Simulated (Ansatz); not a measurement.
Input:

LaGeRu:
```cif
data_Ge2La2Ru2
_chemical_formula_sum 'La2 Ge2 Ru2'
_space_group_name_H-M_alt 'P 1'
_space_group_IT_number 1
_cell_length_a 4.33874
_cell_length_b 4.33874
_cell_length_c 7.07621
_cell_angle_alpha 90.000
_cell_angle_beta 90.000
_cell_angle_gamma 90.000
loop_
_space_group_symop_operation_xyz
  'x, y, z'
loop_
_atom_site_label
_atom_site_type_symbol
_atom_site_fract_x
_atom_site_fract_y
_atom_site_fract_z
_atom_site_occupancy
La1 La 0.00000 0.50000 0.30741 1
La2 La 0.50000 0.00000 0.69259 1
Ge1 Ge 0.00000 0.50000 0.81925 1
Ge2 Ge 0.50000 0.00000 0.18075 1
Ru1 Ru 0.00000 0.00000 0.00000 1
Ru2 Ru 0.50000 0.50000 0.00000 1
```

This is the r²SCAN-relaxed structure.

### Question
All from plane-wave PAW r²SCAN (Ansatz code), unless another level is named. Predict the electronic character.

### Answer
metallic (no gap).

### Question
Give the formation energy from the elements (no fitted shifts).

### Answer
-0.75 eV/atom.

### Question
Predict the density of states at the Fermi level.

### Answer
0.87 states/eV per atom (mean over ±0.08 eV).

Space group P4/nmm. The first step of the workflow began from a Materials Project structure, measured or hypothetical; the Crystallography Open Database copy checked does not list it. Its standing as an ambient phase is unchecked. Symmetry was held in the r²SCAN relaxation; whether a distortion lowers the energy is not shown. The run is not spin-polarised. The references are the lowest solids computed at this level, not always the standard phases. Spin–orbit coupling is left out wherever it is not named.

Potentials: the earlier of the program's two PAW sets.
